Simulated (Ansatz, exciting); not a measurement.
**NbCd3: 3 runs at one level of theory**

```
Cd Nb
1.0
     4.21500    0.00000    0.00000
     0.00000    4.21500    0.00000
     0.00000    0.00000    4.21500
Cd Nb
3 1
Direct
  0.50000 0.50000 0.00000
  0.50000 0.00000 0.50000
  0.00000 0.50000 0.50000
  0.00000 0.00000 0.00000
```

Alike in all runs: task equation of state; functional PBEsol; k mesh 6 × 6 × 6; occupations fermi-dirac, width 0.05 eV; no spin polarisation; no spin-orbit coupling.

```tsv
program and potentials	plane-wave cutoff (eV)	notes	equilibrium volume (Å³/atom)	bulk modulus (GPa)
Ansatz, Ansatz PAW	420	potentials made for PBE, which Ansatz adapts in part	18.95	110.9
exciting, all-electron LAPW+lo, shipped species files, valence relativity iora*	-	-	18.95	111.9
Ansatz, all-electron LAPW, scalar-relativistic	-	-	18.94	110.9
```

The equilibrium volume spans 18.94 (Ansatz, all-electron LAPW, scalar-relativistic) to 18.95 Å³/atom (exciting, all-electron LAPW+lo, shipped species files, valence relativity iora*), with all-electron results at 18.94 to 18.95. The bulk modulus spans 110.9 (Ansatz, Ansatz PAW) to 111.9 GPa (exciting, all-electron LAPW+lo, shipped species files, valence relativity iora*), with all-electron results at 110.9 to 111.9. For a metal such a mesh isn't converged, which the comparison doesn't need.

The functional is the same throughout but for its coding, so the spread measures potentials, basis and numerics; runs on potential files found faulty are left out.
